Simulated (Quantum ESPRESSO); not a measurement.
Kohn-Sham bands of SnS (Cmcm)

```xyz
4
Lattice="0.0000 0.0000 4.0903 -4.0904 0.0000 0.0000 2.0452 -5.8981 0.0000" Properties=species:S:1:pos:R:3 pbc="T T T"
Sn     0.0000     1.5125     1.0226
Sn     0.0000    -1.5125    -1.0226
S      2.0452    -1.8151     1.0226
S     -2.0452     1.8151    -1.0226
```

Materials Project entry mp-559676; symmetrised, unrelaxed at this level. COD (Crystallography Open Database) has the formula in 3 space groups, this one among them (matched by group alone). Computed values, not measurements, from PBEsol: Quantum ESPRESSO (norm-conserving PseudoDojo potentials, cutoff 58 Ry, spinors with spin-orbit coupling) on a Γ-centred 6×6×6 mesh, then Wannier90. Density: 8×8×8 mesh, Gaussian smearing 0.01 Ry. With spin-orbit coupling a semilocal functional can close or falsely invert a small gap; the band order was not checked against a better method. The gap is small at this level and was sampled on the meshes and a path alone.

Q: List the Kohn-Sham levels between −8 and 3.3 eV relative to the valence-band maximum at the high-symmetry points, as a band run of pw.x on that density gives them (levels within 2 meV counted together).

A: 
```json
[
 {"point": "Γ", "k (reciprocal lattice)": "0.000 0.000 0.000", "levels (eV)": "-6.24 (×2), -5.42 (×2), -4.73 (×2), -3.77 (×2), -3.49 (×2), -2.43 (×2), -2.05 (×2), -0.58 (×2)"},
 {"point": "Y", "k (reciprocal lattice)": "0.000 0.000 -0.500", "levels (eV)": "-7.22 (×2), -4.74 (×2), -3.78 (×2), -3.49 (×2), -2.53 (×2), -2.42 (×2), -2.06 (×2), -0.65 (×2), 0.27 (×2)"},
 {"point": "C_0", "k (reciprocal lattice)": "0.000 -0.440 -0.280", "levels (eV)": "-6.92 (×2), -3.34 (×2), -2.28 (×2), -2.25 (×2), -2.03 (×2), -1.41 (×2), 0.00 (×2), 1.03 (×2), 1.49 (×2), 1.89 (×2), 2.16 (×2), 2.87 (×2)"},
 {"point": "Σ_0", "k (reciprocal lattice)": "0.000 -0.560 0.280", "levels (eV)": "-6.92 (×2), -3.34 (×2), -2.28 (×2), -2.25 (×2), -2.03 (×2), -1.41 (×2), 0.00 (×2), 1.03 (×2), 1.49 (×2), 1.89 (×2), 2.16 (×2), 2.87 (×2)"},
 {"point": "Z", "k (reciprocal lattice)": "0.500 0.000 0.000", "levels (eV)": "-7.31 (×4), -3.65 (×4), -2.11 (×4), -0.49 (×4), 1.03 (×4), 1.92 (×4)"},
 {"point": "A_0", "k (reciprocal lattice)": "0.500 -0.560 0.280", "levels (eV)": "-6.43 (×2), -6.43 (×2), -5.46 (×2), -5.45 (×2), -3.57 (×2), -3.52 (×2), -2.05 (×2), -2.02 (×2), 2.45 (×2), 2.56 (×2)"},
 {"point": "E_0", "k (reciprocal lattice)": "0.500 -0.440 -0.280", "levels (eV)": "-6.43 (×2), -6.43 (×2), -5.46 (×2), -5.45 (×2), -3.57 (×2), -3.52 (×2), -2.05 (×2), -2.02 (×2), 2.45 (×2), 2.56 (×2)"},
 {"point": "T", "k (reciprocal lattice)": "0.500 0.000 -0.500", "levels (eV)": "-7.79 (×4), -2.21 (×4), -2.15 (×4), -1.09 (×4), 1.76 (×4), 2.30 (×4), 2.85 (×4)"},
 {"point": "S", "k (reciprocal lattice)": "0.000 -0.500 0.000", "levels (eV)": "-7.96 (×2), -7.23 (×2), -2.99 (×2), -2.97 (×2), -2.19 (×2), -2.07 (×2), -0.97 (×2), -0.20 (×2), 1.29 (×2), 1.33 (×2), 1.68 (×2), 2.51 (×2), 3.20 (×2)"},
 {"point": "R", "k (reciprocal lattice)": "0.500 -0.500 0.000", "levels (eV)": "-6.30 (×4), -5.39 (×4), -3.95 (×4), -2.03 (×4), 2.59 (×4)"}
]
```
